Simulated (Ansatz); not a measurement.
**HICl, a known structure type with other elements, at an estimated volume**

```
CELL_PARAMETERS angstrom
4.05431 0.00000 0.00000
0.00000 3.51373 0.00000
0.00000 0.00000 8.05875
ATOMIC_POSITIONS crystal
I 0.00000 0.50000 0.12100
I 0.50000 0.00000 0.87900
H 0.00000 0.00000 0.97000
H 0.50000 0.50000 0.03000
Cl 0.00000 0.00000 0.34500
Cl 0.50000 0.50000 0.65500
```

Single point in Ansatz 0.2.0 with PBEsol, no spin polarisation. Cutoff 420 eV, PAW datasets, 8×10×4 Γ-centred k mesh, fermi-dirac filling (width 0.134 eV).

**Question.** How is the charge shared?

**Answer.** Bader charges in e: H -0.04, I +0.43, Cl -0.40. In the mean I gives up most and Cl takes most.

**Question.** Is it stable against the elements?

**Answer.** 0.78 eV an atom against the elements' usual phases (free molecules for gases, crystals otherwise, with no correction for O₂ or N₂), so at this geometry it isn't bound against them. Relaxing would lower it.

**Question.** Is there a gap?

**Answer.** It is a metal, with about 3.7 states/eV a cell as the mean within 0.25 eV of the Fermi level, mostly I p (54 %) and Cl p (36 %).

**Question.** Is the cell too large or too small?

**Answer.** The pressure is 16.0 GPa (compression positive), so with the atoms held at these fractions the cell would first expand; the forces are large, so a full relaxation may end otherwise. The principal stresses 9.1, 18.4, 20.5 GPa differ, so its shape would change too.

**Question.** Describe some of the short contacts.

**Answer.** I–H at 2.14 Å: least valence density 0.40 e/Å³ and ELF 0.61 there. I–Cl at 2.52 Å: least valence density 0.50 e/Å³ and ELF 0.39 there. These are pseudo-fields; inside the PAW spheres they differ from the all-electron ones.

Origin: a known structure type with other elements, at an estimated volume, so it need not be a known compound. Caveats: many states at the Fermi level without spin polarisation, so a magnetic state may lie lower; atoms or cell far from equilibrium.
